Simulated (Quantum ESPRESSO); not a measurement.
# Cu2Ga3PtRuMo: one run as intended and one with a planted mistake

Computed values, not a measurement. The program is pw.x of Quantum ESPRESSO 7.5 (plane-wave density functional theory). The cell is made up: eight metal atoms on a face-centred cubic lattice, with elements, volume, strain and displacements drawn at random and not relaxed, so it may be unstable or far from any real phase. PseudoDojo standard norm-conserving files set the functional (PBE unless stated); there is no spin polarisation or spin-orbit coupling, the Fermi-Dirac width of 0.25 eV means electrons at about 2900 K, and the masses in the input are unused placeholders. The copper pseudopotential is less sure than most, with forces differing by about three percent and pressure by about two GPa from a second method on plain copper. Heavy elements are run without spin-orbit coupling, which real alloys of them have. A spin test at this wide smearing found no moment, but such smearing suppresses magnetism that the real alloy may have.

Intended input:

```
&control calculation='scf', pseudo_dir='./dojo.nc.sr.pbe.v0_5.standard.upf', outdir='./o', disk_io='minimal', tprnfor=.true., tstress=.true. /
&system ibrav=0, nat=8, ntyp=5, nbnd=75, ecutwfc=92.02030273, nosym=.true., tot_charge=0,
 occupations='smearing', smearing='fd', degauss=0.0183746611
/
&electrons conv_thr=1.470e-08, electron_maxstep=70, mixing_beta=0.5 /
ATOMIC_SPECIES
Cu 1.0 Cu.upf
Ga 1.0 Ga.upf
Mo 1.0 Mo.upf
Pt 1.0 Pt.upf
Ru 1.0 Ru.upf
CELL_PARAMETERS angstrom
-0.0513 -0.0078 -3.8014
3.8926 0.0114 0.0513
-0.0229 -7.814 -0.0155
ATOMIC_POSITIONS angstrom
Cu 0.0193 0.0101 0.0236
Ga 0.0023 -3.9229 -0.004
Cu 1.9601 -1.9807 0.02
Pt 1.9151 -5.8192 -0.0069
Ga -0.0583 -1.9896 -1.9209
Ru -0.0008 -5.8756 -1.9309
Mo 1.9595 -0.0455 -1.8617
Ga 1.8922 -3.8607 -1.8763
K_POINTS automatic
6 6 3 1 1 1
```

The log is shortened where brackets say so; the opening notice, blank lines, dates and the lines on written files are dropped, and the path of the files is cut. It prints rydbergs, bohrs and kilobars, and counts compression as positive stress. Its total energy is the free energy E - TS of the whole cell.

Log of the intended run:

```
     Program PWSCF v.7.5
     Parallel version (MPI & OpenMP), running on       4 processor cores
     Number of MPI processes:                 4
     Threads/MPI process:                     1
     [start-up lines left out]
     bravais-lattice index     =            0
     lattice parameter (alat)  =       7.1843  a.u.
     unit-cell volume          =     780.1367 (a.u.)^3
     number of atoms/cell      =            8
     number of atomic types    =            5
     number of electrons       =       125.00
     number of Kohn-Sham states=           75
     kinetic-energy cutoff     =      92.0203  Ry
     charge density cutoff     =     368.0812  Ry
     scf convergence threshold =      1.5E-08
     mixing beta               =       0.5000
     number of iterations used =            8  plain     mixing
     Exchange-correlation= PBE
                           (   1   4   3   4   0   0   0)
     [axes and pseudopotential details left out]
   Cartesian axes
     site n.     atom                  positions (alat units)
         1        Cu     tau(   1) = (   0.0050766   0.0026567   0.0062077  )
         2        Ga     tau(   2) = (   0.0006050  -1.0318658  -0.0010521  )
         3        Cu     tau(   3) = (   0.5155778  -0.5209963   0.0052607  )
         4        Pt     tau(   4) = (   0.5037412  -1.5306618  -0.0018150  )
         5        Ga     tau(   5) = (  -0.0153350  -0.5233374  -0.5052668  )
         6        Ru     tau(   6) = (  -0.0002104  -1.5454971  -0.5078971  )
         7        Mo     tau(   7) = (   0.5154200  -0.0119682  -0.4896950  )
         8        Ga     tau(   8) = (   0.4977176  -1.0155049  -0.4935353  )
     number of k points=    54  Fermi-Dirac smearing, width (Ry)=  0.0184
                       cart. coord. in units 2pi/alat
        k(    1) = (   0.0827371  -0.0811638  -0.0842911), wk =   0.0370370
        k(    2) = (   0.0817957   0.2431943  -0.0849439), wk =   0.0370370
     [further k points left out]
     Dense  grid:    92997 G-vectors     FFT dimensions: (  45,  45,  96)
     Estimated max dynamical RAM per process >     363.95 MB
     Estimated total dynamical RAM >       1.36 GB
     Initial potential from superposition of free atoms
     starting charge     124.9890, renormalised to     125.0000
     Starting wfcs are   77 randomized atomic wfcs
     total cpu time spent up to now is        5.3 secs
     per-process dynamical memory:   284.2 Mb
     Self-consistent Calculation
     iteration #  1     ecut=    92.02 Ry     beta= 0.50
     Davidson diagonalization with overlap
     ethr =  1.00E-02,  avg # of iterations =  5.0
     total cpu time spent up to now is       19.7 secs
     total energy              =   -1819.47592935 Ry
     estimated scf accuracy    <       3.01389308 Ry
     iteration #  2     ecut=    92.02 Ry     beta= 0.50
     Davidson diagonalization with overlap
     ethr =  2.41E-03,  avg # of iterations =  3.1
     total cpu time spent up to now is       34.8 secs
     total energy              =   -1818.40236387 Ry
     estimated scf accuracy    <      33.42908203 Ry
     [iterations 3 to 13 left out]
     iteration # 14     ecut=    92.02 Ry     beta= 0.50
     Davidson diagonalization with overlap
     ethr =  1.74E-10,  avg # of iterations =  2.0
     total cpu time spent up to now is      188.7 secs
     total energy              =   -1821.18522954 Ry
     estimated scf accuracy    <       0.00000161 Ry
     iteration # 15     ecut=    92.02 Ry     beta= 0.50
     Davidson diagonalization with overlap
     ethr =  1.74E-10,  avg # of iterations =  2.0
     total cpu time spent up to now is      200.7 secs
     End of self-consistent calculation
     [lines on levels left out]
!    total energy              =   -1821.18522962 Ry
     estimated scf accuracy    <          6.1E-09 Ry
     smearing contrib. (-TS)   =      -0.08326119 Ry
     internal energy E=F+TS    =   -1821.10196843 Ry
     The total energy is F=E-TS. E is the sum of the following terms:
     one-electron contribution =    -714.85311631 Ry
     hartree contribution      =     453.09924438 Ry
     xc contribution           =    -321.40531866 Ry
     ewald contribution        =   -1237.94277784 Ry
     convergence has been achieved in  15 iterations
     Forces acting on atoms (cartesian axes, Ry/au):
     atom    1 type  1   force =     0.00218890   -0.00407073   -0.00596450
     atom    2 type  2   force =    -0.00666373   -0.03621098   -0.00080262
     atom    3 type  1   force =    -0.00206697    0.00573655    0.00143862
     atom    4 type  4   force =     0.01934139   -0.01258967    0.00029720
     atom    5 type  2   force =     0.01000571    0.04513854    0.00217784
     atom    6 type  5   force =    -0.01917676   -0.02914180    0.00814324
     atom    7 type  3   force =    -0.00938695    0.05484811   -0.00275144
     atom    8 type  2   force =     0.00575841   -0.02371002   -0.00253833
     Total force =     0.095481     Total SCF correction =     0.000549
     Computing stress (Cartesian axis) and pressure
          total   stress  (Ry/bohr**3)                   (kbar)     P=       18.30
   0.00021939  -0.00002900  -0.00019116           32.27       -4.27      -28.12
  -0.00002900  -0.00025789   0.00000321           -4.27      -37.94        0.47
  -0.00019116   0.00000321   0.00041166          -28.12        0.47       60.56
     init_run     :      4.92s CPU      5.12s WALL (       1 calls)
     electrons    :    191.04s CPU    195.46s WALL (       1 calls)
     forces       :      1.81s CPU      1.82s WALL (       1 calls)
     stress       :      6.18s CPU      6.19s WALL (       1 calls)
     [timing details left out]
     PWSCF        :   3m24.11s CPU   3m28.81s WALL
     JOB DONE.
```

A second run has one planted mistake: one atom is of a wrong element. The input lines that differ:

```
- Mo 1.0 Mo.upf
+ W 1.0 W.upf
- Mo 1.9595 -0.0455 -1.8617
+ W 1.9595 -0.0455 -1.8617
```

Its log:

```
     Program PWSCF v.7.5
     Parallel version (MPI & OpenMP), running on       4 processor cores
     Number of MPI processes:                 4
     Threads/MPI process:                     1
     [start-up lines left out]
     bravais-lattice index     =            0
     lattice parameter (alat)  =       7.1843  a.u.
     unit-cell volume          =     780.1367 (a.u.)^3
     number of atoms/cell      =            8
     number of atomic types    =            5
     number of electrons       =       125.00
     number of Kohn-Sham states=           75
     kinetic-energy cutoff     =      92.0203  Ry
     charge density cutoff     =     368.0812  Ry
     scf convergence threshold =      1.5E-08
     mixing beta               =       0.5000
     number of iterations used =            8  plain     mixing
     Exchange-correlation= PBE
                           (   1   4   3   4   0   0   0)
     [axes and pseudopotential details left out]
   Cartesian axes
     site n.     atom                  positions (alat units)
         1        Cu     tau(   1) = (   0.0050766   0.0026567   0.0062077  )
         2        Ga     tau(   2) = (   0.0006050  -1.0318658  -0.0010521  )
         3        Cu     tau(   3) = (   0.5155778  -0.5209963   0.0052607  )
         4        Pt     tau(   4) = (   0.5037412  -1.5306618  -0.0018150  )
         5        Ga     tau(   5) = (  -0.0153350  -0.5233374  -0.5052668  )
         6        Ru     tau(   6) = (  -0.0002104  -1.5454971  -0.5078971  )
         7        W      tau(   7) = (   0.5154200  -0.0119682  -0.4896950  )
         8        Ga     tau(   8) = (   0.4977176  -1.0155049  -0.4935353  )
     number of k points=    54  Fermi-Dirac smearing, width (Ry)=  0.0184
                       cart. coord. in units 2pi/alat
        k(    1) = (   0.0827371  -0.0811638  -0.0842911), wk =   0.0370370
        k(    2) = (   0.0817957   0.2431943  -0.0849439), wk =   0.0370370
     [further k points left out]
     Dense  grid:    92997 G-vectors     FFT dimensions: (  45,  45,  96)
     Estimated max dynamical RAM per process >     366.45 MB
     Estimated total dynamical RAM >       1.36 GB
     Initial potential from superposition of free atoms
     starting charge     124.9899, renormalised to     125.0000
     Starting wfcs are   77 randomized atomic wfcs
     total cpu time spent up to now is        5.4 secs
     per-process dynamical memory:   286.8 Mb
     Self-consistent Calculation
     iteration #  1     ecut=    92.02 Ry     beta= 0.50
     Davidson diagonalization with overlap
     ethr =  1.00E-02,  avg # of iterations =  4.9
     total cpu time spent up to now is       19.9 secs
     total energy              =   -1829.78888105 Ry
     estimated scf accuracy    <       4.19233758 Ry
     iteration #  2     ecut=    92.02 Ry     beta= 0.50
     Davidson diagonalization with overlap
     ethr =  3.35E-03,  avg # of iterations =  3.0
     total cpu time spent up to now is       33.2 secs
     total energy              =   -1830.77567940 Ry
     estimated scf accuracy    <      14.78626650 Ry
     [iterations 3 to 13 left out]
     iteration # 14     ecut=    92.02 Ry     beta= 0.50
     Davidson diagonalization with overlap
     ethr =  2.33E-09,  avg # of iterations =  1.1
     total cpu time spent up to now is      167.8 secs
     total energy              =   -1832.30710133 Ry
     estimated scf accuracy    <       0.00000002 Ry
     iteration # 15     ecut=    92.02 Ry     beta= 0.50
     Davidson diagonalization with overlap
     ethr =  1.97E-11,  avg # of iterations =  4.0
     total cpu time spent up to now is      182.1 secs
     End of self-consistent calculation
     [lines on levels left out]
!    total energy              =   -1832.30710134 Ry
     estimated scf accuracy    <          5.6E-09 Ry
     smearing contrib. (-TS)   =      -0.07667671 Ry
     internal energy E=F+TS    =   -1832.23042464 Ry
     The total energy is F=E-TS. E is the sum of the following terms:
     one-electron contribution =    -711.75845367 Ry
     hartree contribution      =     451.37582586 Ry
     xc contribution           =    -333.90501898 Ry
     ewald contribution        =   -1237.94277784 Ry
     convergence has been achieved in  15 iterations
     Forces acting on atoms (cartesian axes, Ry/au):
     atom    1 type  1   force =     0.00233446   -0.00514958   -0.00608535
     atom    2 type  2   force =    -0.00669758   -0.03519231   -0.00083523
     atom    3 type  1   force =    -0.00222796    0.00820157    0.00137816
     atom    4 type  3   force =     0.02028802   -0.01806679    0.00004228
     atom    5 type  2   force =     0.01087717    0.04165581    0.00223807
     atom    6 type  4   force =    -0.02004090   -0.03769212    0.00852758
     atom    7 type  5   force =    -0.01016670    0.06860986   -0.00270578
     atom    8 type  2   force =     0.00563348   -0.02236644   -0.00255973
     Total force =     0.106185     Total SCF correction =     0.000632
     Computing stress (Cartesian axis) and pressure
          total   stress  (Ry/bohr**3)                   (kbar)     P=       17.14
   0.00022556  -0.00002973  -0.00019859           33.18       -4.37      -29.21
  -0.00002973  -0.00027384   0.00000335           -4.37      -40.28        0.49
  -0.00019859   0.00000335   0.00039779          -29.21        0.49       58.52
     init_run     :      5.09s CPU      5.29s WALL (       1 calls)
     electrons    :    172.62s CPU    176.76s WALL (       1 calls)
     forces       :      1.96s CPU      1.98s WALL (       1 calls)
     stress       :      6.58s CPU      6.59s WALL (       1 calls)
     [timing details left out]
     PWSCF        :   3m 6.34s CPU   3m10.77s WALL
     JOB DONE.
```

```
                                            intended run  run with the mistake
                          free energy (eV)    -24778.487            -24929.808
         entropy term -TS, part of it (eV)        -1.133                -1.043
                            pressure (GPa)          1.83                  1.71
size of the largest force component (eV/Å)         1.410                 1.764
largest change of a force component (eV/Å)                               0.354
                                iterations            15                    15
```

For scale, a rerun of the intended cell at a higher cutoff and on a denser mesh moved values by no more than 0.002 eV in energy, 0.06 GPa in stress and 0.012 eV/Å in force, and a second program with other atomic files agreed on that cell to 2 % rms in force and 0.5 GPa in pressure. Files of another functional or element have another zero of energy, so the energy change says nothing on stability.